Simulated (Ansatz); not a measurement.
InP (zinc blende)

```
InP
1.0
    0.00000     2.97977     2.97977
    2.97977     0.00000     2.97977
    2.97977     2.97977     0.00000
P In
1 1
Direct
  0.75000   0.75000   0.75000
  0.00000   0.00000   0.00000
```

The slice is a {100} plane (indices of the conventional cell) through the point (0.000, 0.000, 0.000) (fractional), spanned by u = [100] and v = [0 1 -1] in vectors of this cell: u (4.21 Å) and v (4.21 Å, at 90° to u). It covers one period; positions are fractions (u, v).

All values below come from PBE (plane waves to 420 eV, PAW, scalar-relativistic; Ansatz, a first-principles code). k mesh 10×10×10. These are valence fields of a PAW run, semicore shells included where kept as valence: close to a nucleus they are smooth pseudo fields. InP was relaxed with its symmetry unable to fall.

Q: Predict the map of the electrostatic potential energy of an electron, from the cell's mean on the slice.

A: 
```
|xxxxxxxxxx0022667777887777662200xxxxxxxx|
|xxxxxxxxxx0033667788888877663300xxxxxxxx|
|xxxxxxxx00115577888888888877551100xxxxxx|
|xxxxxx000044667788889988887766440000xxxx|
|0000001144667788999999999988776644110000|
|2222335566778899999999999999887766553322|
|5566667777889999999999999999998877776666|
|7777778888999999999999999999999988887777|
|7777888888999999999999999999999988888877|
|7788888899999999999999999999999999888888|
|7777888888999999999999999999999988888877|
|7777778888999999999999999999999988887777|
|5566667777889999999999999999998877776666|
|2222335566778899999999999999887766553322|
|0000001144667788999999999988776644110000|
|xxxxxx000044667788889988887766440000xxxx|
|xxxxxxxx00115577888888888877551100xxxxxx|
|xxxxxxxxxx0033667788888877663300xxxxxxxx|
|xxxxxxxxxx0022667777887777662200xxxxxxxx|
|xxxxxxxxxx0022557777777777552200xxxxxxxx|
```
Scale: ten equal steps from -1.00 (start of '0') to 7.73 (end of '9'), in the order '0123456789'. Values: electrostatic potential energy of an electron, from the cell's mean, in eV. The map has 20 points along u (two characters each, u = 0 at the left) and 20 along v (v = 0 in the bottom row). Points within 1 Å of a nucleus are blanked (x), as the pseudised field means little there. Values under -1 eV are set to -1. The zero, the cell's mean, hangs on the PAW cores.
